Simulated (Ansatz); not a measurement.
Rb2CuBiCl6:
Space group Fm-3m (No. 225); a = b = c = 10.1205 Å, α = β = γ = 90.00°

| atom | site | symmetry | x | y | z |
|---|---|---|---|---|---|
| Rb | 8c | -43m | 0.2500 | 0.2500 | 0.2500 |
| Cu | 4b | m-3m | 0.5000 | 0.5000 | 0.5000 |
| Bi | 4a | m-3m | 0.0000 | 0.0000 | 0.0000 |
| Cl | 24e | 4m.m | 0.0000 | 0.0000 | 0.2641 |
(The calculation used a cell of 10 atoms; values per cell refer to that cell.)

Relaxed with LDA.

### Question
Give the optical modes at the zone centre with their infrared and Raman activity from DFPT, DFT-LDA in the program Ansatz with PAW potentials.

### Answer
Transverse frequencies, without the LO–TO term; a row sums one degenerate level.

| ω (cm⁻¹) | degeneracy | IR ((D/Å)²/amu) | Raman (Å⁴/amu) | activity | symmetry |
|---|---|---|---|---|---|
| 47i | 3 | 0.00 | 0 | silent | T1g |
| 41 | 3 | 3.82 | 0 | IR | T1u |
| 42 | 3 | 0.00 | 7.4 | Raman | T2g |
| 72 | 3 | 0.00 | 0 | silent | T2u |
| 88 | 3 | 12.15 | 0 | IR | T1u |
| 125 | 3 | 0.00 | 930 | Raman | T2g |
| 126 | 3 | 0.01 | 0 | silent | T1u |
| 216 | 2 | 0.00 | 9900 | Raman | Eg |
| 234 | 3 | 34.26 | 0 | IR | T1u |
| 303 | 1 | 0.00 | 14000 | Raman | A1g |

### Question
How high does the top mode go among those that the LO–TO term moves?

### Answer
269 cm⁻¹ for q along x.

The first step of the workflow began from a Materials Project structure, measured or hypothetical; the Crystallography Open Database copy checked does not list it. Its standing as an ambient phase is unchecked. The cell was relaxed with LDA under the symmetry of its start; phonons on a q-mesh show weakly imaginary modes. The run is not spin-polarised. Spin–orbit coupling is left out wherever it is not named.

Potentials: the later of the program's two PAW sets.
